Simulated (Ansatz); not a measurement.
MoSe$_{2}$:
```yaml
crystal:
  lattice:
    - [3.32044, 0.00000, 0.00000]
    - [-1.66022, 2.87559, 0.00000]
    - [0.00000, 0.00000, 15.13062]
  atoms:
    - { symbol: Mo, position: [0.66667, 0.33333, 0.75000] }
    - { symbol: Mo, position: [0.33333, 0.66667, 0.25000] }
    - { symbol: Se, position: [0.33333, 0.66667, 0.86029] }
    - { symbol: Se, position: [0.66667, 0.33333, 0.13971] }
    - { symbol: Se, position: [0.66667, 0.33333, 0.36029] }
    - { symbol: Se, position: [0.33333, 0.66667, 0.63971] }
```

Relaxed with PBE. Special points in fractions of this cell's reciprocal vectors: Γ (0.000, 0.000, 0.000); M (0.500, 0.000, 0.000); K (0.333, 0.333, 0.000); A (0.000, 0.000, 0.500); L (0.500, 0.000, 0.500); H (0.333, 0.333, 0.500).

Task: List the band energies nearest the valence-band maximum at these points for the program Ansatz at the PBE level (PAW).

Result: In eV from the valence-band maximum; about four levels below and three above (degenerate sets whole), none deeper than 8.9 eV; points with the same levels are listed once.

```
k                                below                above
-  -----------------------------------  -------------------
Γ  -1.17 -1.17 -1.17 -1.17 -0.48 -0.03  2.80 2.80 2.81 2.81
M              -0.72 -0.71 -0.71 -0.68       1.84 1.85 2.22
K               -2.12 -2.12 -0.04 0.00       1.43 1.43 2.43
A  -1.17 -1.17 -1.17 -1.17 -0.19 -0.19  2.81 2.81 2.81 2.81
L              -0.71 -0.71 -0.70 -0.70  1.85 1.85 2.26 2.26
H              -2.13 -2.13 -0.02 -0.02  1.43 1.43 2.56 2.56
```

Space group P6_3/mmc. The cell was relaxed with PBE under the symmetry of its start. No spin polarisation was allowed. The volume lies over 15 % above that of the usual cell of this phase: another minimum, or an error of the functional. A crystal of weakly bound layers computed without a dispersion correction: the cell and the soft elastic constants depend strongly on that. Scalar-relativistic: spin–orbit coupling is off unless named, which matters more the heavier the elements.

Potentials: the earlier of the program's two PAW sets.
